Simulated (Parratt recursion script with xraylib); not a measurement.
# Thickness fringes of films on Si (X-ray reflectivity)

Model: specular X-ray reflectivity, Parratt recursion, Névot-Croce roughness, xraylib tables. Program: Parratt recursion script with xraylib 4.3.0.

Photon energy 8.048 keV (λ = 1.5406 Å), s polarisation. The grazing angle θ is scanned from 0.05° to 2.5° in 900 evenly spaced points, and the curve is smoothed with a Gaussian of 0.004° full width. A minimum is a scan point below both neighbours, placed by a parabola through ln R at the three points.

Each run is one film on Si (density 2.313 g/cm³, δ = 7.525 × 10⁻⁶, rms roughness 2.6 Å) under vacuum. The film surface has an rms roughness of 3.4 Å in all runs. The refractive index is n = 1 − δ + iβ. The table lists all minima between 0.45 and 1.35°.

| run | film | thickness d (Å) | density (g/cm³) | δ (10⁻⁶) | β (10⁻⁶) | minima at θ (°) |
|---|---|---|---|---|---|---|
| A | Y | 150 | 4.371 | 12.21 | 0.6632 | 0.661, 0.934, 1.217 |
| B | Y | 188 | 4.371 | 12.21 | 0.6632 | ? |

Densities are inputs, not measurements. They were set from computed cells of the Materials Project: Y from entry mp-112 (P6₃/mmc, 4.371 g/cm³); Si from entry mp-149 (Fd-3m, 2.313 g/cm³). A layer's crystal structure does not enter its constants, only its composition and density.

Q: How many minima does run B have between 0.45 and 1.35°, and where?

A: Inside a film the fringe order is m = (2d/λ)(sin²θ − 2δ)^½, with the film's own δ. Where the film's δ lies above the substrate's, its two faces reflect with opposite signs, and minima are expected at whole m.

- Run A, δ above the substrate's: the minima give m = 2.03, 3.02, 4.02.

In run B the film's δ lies above the substrate's, so take whole m. The window runs from m = 1.49 to 5.62 and holds m = 2, 3, 4, 5. Then sin²θ = 2δ + (mλ/2d)² gives θ = 0.548, 0.759, 0.981, 1.208°.

The run has 4 minima, at 0.555, 0.765, 0.986, 1.212°. The largest distance from one of them to an estimated minimum is 0.007°, against a mean spacing of 0.219°.
